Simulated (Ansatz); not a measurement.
Values for one crystal, relaxed and computed with r²SCAN (plane waves, PAW; program Ansatz); other levels are named.

- Volume per atom = 23.78 Å³
- Electronic character = metallic (no gap)
- Formation energy from the elements (no fitted shifts) = -0.98 eV/atom
- Density of states at the Fermi level = 0.70 states/eV per atom (mean over ±0.08 eV)

Which compound is it?
(A) SrTl2, P6_3/mmc (Sr on 2b, Tl on 4f)
(B) Al2Pt, fluorite or antifluorite type
(C) TbBi, rock salt
(D) YAu, Cmcm (Y on 4c, Au on 4c)

D, YAu, Cmcm (Y on 4c, Au on 4c)

The first step of the workflow began from a Materials Project structure, measured or hypothetical; the Crystallography Open Database copy checked does not list it. COD files the formula under space group No. 221, so this cell is another polymorph or a model. Its standing as an ambient phase is unchecked. The r²SCAN relaxation kept the symmetry of its start; whether a distortion lowers the energy is not shown. The run is not spin-polarised. The references are the lowest solids computed at this level, not always the standard phases. Spin–orbit coupling is left out wherever it is not named.

Potentials: the later of the program's two PAW sets.
